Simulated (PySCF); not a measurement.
PySCF single point, B3LYP/def2-SVP, density fitting, COSMO implicit methanol (electrostatics alone), on bromine monochloride, BrCl (SMILES ClBr), charge 0, multiplicity 1.

```python
from pyscf import gto, scf, dft
mol = gto.M(atom='''
Cl     1.067900    -0.017500     0.009100
Br    -1.067900     0.017500    -0.009100
''', basis='def2-SVP', charge=0, spin=0, verbose=3)
mf = dft.RKS(mol, xc='B3LYP')
mf = mf.density_fit()
mf = mf.PCM()
mf.with_solvent.method = 'COSMO'
mf.with_solvent.eps = 32.66
mf.max_cycle = 100
e = mf.kernel()
print('converged', mf.converged)
print('E_total', e)
print('nao', mol.nao)
print('HOMO', mf.mo_energy[mf.mo_occ > 0].max())
mf.dip_moment()
```

It prints:

```

WARN: PCM is an experimental feature. It is still in testing.
Features and APIs may be changed in the future.

converged SCF energy = -3033.91215638832
converged True
E_total -3033.91215638832
nao 50
HOMO -0.2881397008453039
Dipole moment(X, Y, Z, Debye): -0.63805,  0.01057, -0.00550
```

The total energy is -82556.96 eV, -0.04 eV from the same level's vacuum run.
